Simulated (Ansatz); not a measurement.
Which element?

Cell vectors (Å):

```
0.0000 2.3209 2.3209
2.3209 0.0000 2.3209
2.3209 2.3209 0.0000
```

```tsv
atom	a	b	c
Zr	0.5000	0.5000	0.5000
X	0.0000	0.0000	0.0000
```

All numbers below come from LDA, all-electron LAPW in Ansatz 0.2.0, scalar-relativistic. k mesh 12×12×12, Fermi-Dirac smearing of 0.100 eV.

Harmonic phonons of a crystal by Kohn-Sham DFT at the given cell, standard atomic masses, acoustic sum rule imposed; negative wavenumbers are unstable modes.

```tsv
point	q a (r.l.u.)	q b (r.l.u.)	q c (r.l.u.)	branch	phonon wavenumber (cm⁻¹)
Gamma	0	0	0	4	443.8
L	0.5	0	0	1	194.1
L	0.5	0	0	3	333.7
L	0.5	0	0	4	537.8
L	0.5	0	0	6	674.9
X	0.5	0.5	0	1	216.7
X	0.5	0.5	0	3	274.2
X	0.5	0.5	0	4	475
X	0.5	0.5	0	6	549.5
```

**Question.** All X atoms are one element. Which one was computed?

**Answer.** C; the crystal is ZrC (Fm-3m, a database entry that needn't be its stable phase).

Known limits: responses of metals move with mesh and smearing.
